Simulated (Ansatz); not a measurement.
Starting structure of a cell relaxation (symmetry kept):

```cif
data_structure
_symmetry_space_group_name_H-M 'P 1'
_symmetry_Int_Tables_number 1
_cell_length_a 4.6416
_cell_length_b 4.6416
_cell_length_c 3.3157
_cell_angle_alpha 95.801
_cell_angle_beta 95.801
_cell_angle_gamma 87.268
_cell_volume 70.65
loop_
_atom_site_label
_atom_site_type_symbol
_atom_site_fract_x
_atom_site_fract_y
_atom_site_fract_z
_atom_site_occupancy
Bi1 Bi 0.22809 0.22809 0.05758 1
Bi2 Bi 0.77191 0.77191 0.94242 1
```

Level of theory: DFT r2SCAN, scalar-relativistic, plane waves, PAW (Ansatz).

Settings: cutoff 500 eV, Γ-centred mesh 10×10×12 on the computed 2-atom cell, Gaussian smearing of 0.10 eV; no spin polarisation.

Question: What does it relax to?

Answer: The volume drops by 0.92 Å³/atom to 34.41 Å³/atom, and the energy falls by 11.9 meV/atom. Final structure:
Space group P4/mmm (No. 123). a = 3.258 Å, b = 3.258 Å, c = 3.241 Å, α = 90.00°, β = 90.00°, γ = 90.00°
```csv
atom,site,symmetry,x,y,z
Bi,1c,4/mmm,0.5000,0.5000,0.0000
```

Spin–orbit coupling is left out, which can shift energies with elements as heavy as these.

This simple cubic form isn't the element's structure at ambient conditions.

Cost: 1 run of about 14 core-minutes, on Arm Neoverse V1 (shared hosts).